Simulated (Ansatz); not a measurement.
Input:

Cd₄TeSe₃:
Space group Pmm2 (No. 25); a = 4.4178 Å, b = 8.8364 Å, c = 6.2179 Å, α = β = γ = 90.00°

```tsv
atom	site	symmetry	x	y	z
Cd	2g	m..	0.0000	0.2384	0.0090
Cd	1c	mm2	0.5000	0.0000	0.5090
Cd	1d	mm2	0.5000	0.5000	0.4723
Te	1b	mm2	0.0000	0.5000	0.7506
Se	2h	m..	0.5000	0.2418	0.2503
Se	1a	mm2	0.0000	0.0000	0.7494
```

This is the r²SCAN-relaxed structure.

### Question
All from r²SCAN (plane waves, PAW; program Ansatz), unless another level is named. Give the formation energy from the elements (no fitted shifts).

### Answer
-0.71 eV/atom.

### Question
Next, the band gap?

### Answer
0.85 eV (direct).

### Question
What about the electron effective mass with spin–orbit coupling?

### Answer
0.085 mₑ (isotropic).

### Question
Predict the electron effective mass.

### Answer
0.089 mₑ (isotropic).

### Question
And the gap with spin–orbit coupling?

### Answer
0.73 eV.

### Question
What about the hole effective mass with spin–orbit coupling?

### Answer
0.095, 0.41, 0.41 mₑ (principal values).

The workflow started from a Materials Project entry (that database holds measured and hypothetical structures alike); the Crystallography Open Database copy checked does not list it. Whether it is the stable phase at ambient conditions was not checked. The cell was relaxed with r²SCAN under the symmetry of its start; whether a distortion lowers the energy is not shown. The references are the lowest solids computed at this level, not always the standard phases. Spin–orbit coupling is left out wherever it is not named.

Potentials: the later of the program's two PAW sets.
